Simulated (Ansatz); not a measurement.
Te in space group Pm-3m (No. 221; Te on 1b) at seven volumes, the program Ansatz at the r²SCAN level (PAW), scaled uniformly. One row is withheld.

```json
[
 {"V (Å³/atom)": "29.493", "P (GPa)": "6.40"},
 {"V (Å³/atom)": "30.465", "P (GPa)": "3.92"},
 {"V (Å³/atom)": "31.437", "P (GPa)": "1.80"},
 {"V (Å³/atom)": "32.409", "P (GPa)": "0.00"},
 {"V (Å³/atom)": "33.382", "P (GPa)": "-1.51"},
 {"V (Å³/atom)": "34.354", "P (GPa)": "?"},
 {"V (Å³/atom)": "35.326", "P (GPa)": "-3.81"}
]
```

Question: Fit the shown pressures and predict the withheld one.

Answer: P = (3/2)B₀(x^(7/2) − x^(5/2))[1 + (3/4)(B′ − 4)(x − 1)] with x = (V₀/V)^(2/3). Least squares on the six rows gives V₀ = 32.415 Å³/atom, B₀ = 54.3 GPa, B′ = 4.70. At V = 34.354, x = 0.9620 and P = -2.75 GPa. The run itself gave -2.77 GPa.

The first step of the workflow began from a Materials Project structure, measured or hypothetical; the Crystallography Open Database copy checked does not list it. It is not the phase usual at ambient conditions (space group No. 152). The r²SCAN relaxation kept the symmetry of its start; whether a distortion lowers the energy is not shown. Spin–orbit coupling is left out wherever it is not named.

Potentials: the later of the program's two PAW sets.
